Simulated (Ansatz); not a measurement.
PtS2 — ³³S NMR of the central transition

Cell: a structure deposited in the COD, ions relaxed with PBE at fixed cell.

```
Pt S
1.0
     3.54320    0.00000    0.00000
    -1.77160    3.06850    0.00000
     0.00000    0.00000    5.03880
Pt S
1 2
Direct
  0.00000 0.00000 0.00000
  0.33333 0.66667 0.24490
  0.66667 0.33333 0.75510
```

Atoms are numbered from 1 in the order listed; like atoms form one site, named after its first atom.

Method: Kohn–Sham DFT in Ansatz, r2SCAN, plane waves and PAW, scalar-relativistic, 500 eV cutoff, Γ-centred 9×9×6 k-points, Fermi–Dirac smearing 0.02 eV.

³³S has I = 3/2 and Q = -69.40 mb (Pyykkö 2018); at 18.8 T its Larmor frequency is ν₀ = 61.5 MHz. Only the quadrupole interaction is simulated: positions count from each site's isotropic chemical shift, and shift anisotropy, dipolar and J coupling are left out.

Q: Simulate the second-order pattern (static powder, Gaussian broadening 6 kHz) of site S (3 Pt at 2.39 Å).

A: The calculation gives C_Q = 9.34 MHz and η = 0.00, so ν_Q = 4.67 MHz and the centre of gravity lies at -577 ppm (-35.5 kHz).

```
offset (kHz)  height
      -128.5       0
      -119.6      86
      -110.7     100
      -101.8      63
       -92.8      51
       -83.9      45
       -75.0      40
       -66.0      38
       -57.1      36
       -48.2      35
       -39.3      33
       -30.3      33
       -21.4      33
       -12.5      32
        -3.5      32
         5.4      26
        14.3      27
        23.2      29
        32.2      32
        41.1      36
        50.0      44
        59.0      71
        67.9      61
        76.8       0
```

An axis of threefold or higher order runs through S, so V_zz lies along it and η is zero.

Without spin–orbit coupling the gradients at and beside Pt can be off by some per cent, at some sites by more.
